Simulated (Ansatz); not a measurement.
A relaxed structure of CuI. Space group F-43m (No. 216), zinc blende type. Calculation: PBE (plane waves to 420 eV, PAW, scalar-relativistic; Ansatz, a quantum-chemistry and plane-wave program).

Space group F-43m (No. 216); a = 6.079 Å, b = 6.079 Å, c = 6.079 Å, α = 90.00°, β = 90.00°, γ = 90.00°

```json
[
 {"atom": "Cu", "site": "4d", "symmetry": "-43m", "x": "0.7500", "y": "0.7500", "z": "0.7500"},
 {"atom": "I", "site": "4a", "symmetry": "-43m", "x": "0.0000", "y": "0.0000", "z": "0.0000"}
]
```
(The calculation used a cell of 2 atoms; values per cell refer to that cell.)

Estimate the band gap that PBE returns for this input.

1.10 eV, direct at Γ (no spin-orbit coupling).

No spin polarisation in the result. Without spin-orbit coupling the bands of the heavy element are not split, so the gap can be far off.

Measured for CuI: a 6.053 Å (as listed in arXiv:2305.18931). Computed minus measured — a: PBE +0.4 %. The computed values are for a static lattice.

The run could not lose the symmetry of its start.
